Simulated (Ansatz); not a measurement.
NaPmO₂ (NaFeO2-type structure)

Method: PBEsol, scalar-relativistic; collinear spin; PAW, 600 eV, 10×10×10 k-mesh, Gaussian smearing of 0.05 eV; code Ansatz; PAW files: Ansatz's generated set soft_2.

```cif
data_structure
_symmetry_space_group_name_H-M 'R-3m:H'
_symmetry_Int_Tables_number 166
_cell_length_a 3.4890
_cell_length_b 3.4890
_cell_length_c 16.4969
_cell_angle_alpha 90.000
_cell_angle_beta 90.000
_cell_angle_gamma 120.000
_cell_volume 173.92
loop_
_atom_site_label
_atom_site_type_symbol
_atom_site_symmetry_multiplicity
_atom_site_Wyckoff_symbol
_atom_site_fract_x
_atom_site_fract_y
_atom_site_fract_z
_atom_site_occupancy
Na1 Na 3 b 0.66667 0.33333 0.83333 1
Pm1 Pm 3 a 0.00000 0.00000 0.00000 1
O1 O 6 c 0.33333 0.66667 0.92857 1
```

The start was a prototype's sites filled with these elements, not a measured cell.

Magnetic state: ferromagnetic, site spin moments Pm 3.91; O -0.08 μB.

**Question.** Which orbitals carry the states at the Fermi level, and how many states are there?

**Answer.** Within 0.1 eV of it: Pm 4f 96 % (shares among the projected shells). The Fermi level sits on a steep edge: the density of states is 5.0, 6.6 and 2.2 states/eV per cell at −0.1, 0 and +0.1 eV.

Density of states (tetrahedra, averaged over 0.4 eV; states/eV per cell of 4 atoms; energy in eV from the Fermi level; projections on Löwdin-orthogonalised atomic orbitals, summed over sites):

```
    E  total  O 2p  Pm 4f up  Pm 4f down  Pm 5d up  Pm 5d down
-5.25    0.0   0.0       0.0         0.0       0.0         0.0
-4.85    1.1   0.7       0.0         0.0       0.2         0.1
-4.45    3.5   2.4       0.0         0.0       0.3         0.3
-4.05    6.7   5.1       0.1         0.0       0.6         0.5
-3.65    3.9   3.2       0.1         0.0       0.2         0.2
-3.25    3.9   3.1       0.2         0.1       0.2         0.2
-2.85    8.3   6.9       0.5         0.2       0.2         0.2
-2.45    2.6   2.3       0.1         0.1       0.0         0.0
-2.05    0.0   0.0       0.0         0.0       0.0         0.0
-1.65    0.0   0.0       0.0         0.0       0.0         0.0
-1.25    0.0   0.0       0.0         0.0       0.0         0.0
-0.85    0.0   0.0       0.0         0.0       0.0         0.0
-0.45    7.5   0.2       7.2         0.0       0.0         0.0
-0.05    3.5   0.1       3.3         0.0       0.1         0.0
 0.35    5.7   0.4       5.1         0.0       0.1         0.0
 0.75    0.9   0.1       0.7         0.0       0.0         0.0
 1.15    0.0   0.0       0.0         0.0       0.0         0.0
 1.55    0.0   0.0       0.0         0.0       0.0         0.0
 1.95    1.0   0.0       0.0         0.8       0.0         0.1
 2.35    5.1   0.1       0.0         4.5       0.1         0.2
 2.75    8.4   0.3       0.0         7.0       0.4         0.4
 3.15    5.3   0.3       0.0         3.9       0.6         0.2
 3.55    1.9   0.3       0.0         0.3       0.6         0.4
 3.95    2.0   0.3       0.0         0.2       0.7         0.4
```

Formal charges Na⁺, Pm³⁺, O²⁻ leave Pm³⁺ with an open 4f⁴ shell. Nothing in this functional splits the part-filled shell enough, so f states lie at the Fermi level.

Hund's first rule gives Pm³⁺ with 4 f electrons 4 unpaired spins, a spin moment of 4 μB; the run has 3.91 μB on Pm (atomic spheres) and 4.44 f electrons on orthogonalised orbitals. The moment is close to the ion's, so the f band is nearly fully polarised, though its occupations are fractional. Without spin–orbit coupling the orbital moment, which opposes the spin in such a shell (free ion: L = 6 beside 2S = 4), is missing, so this isn't the moment that neutrons would see.

Semilocal functionals without a Hubbard U often give a metal, as here, for f-electron compounds that are insulators. No spin–orbit coupling, a notable omission for heavy elements. Site moments are of spin, integrated over atomic spheres. Only parallel moments were tried, so the real magnetic order may be another.

The open shells may stand above their lowest state, and forces and pressures are less sure for it.
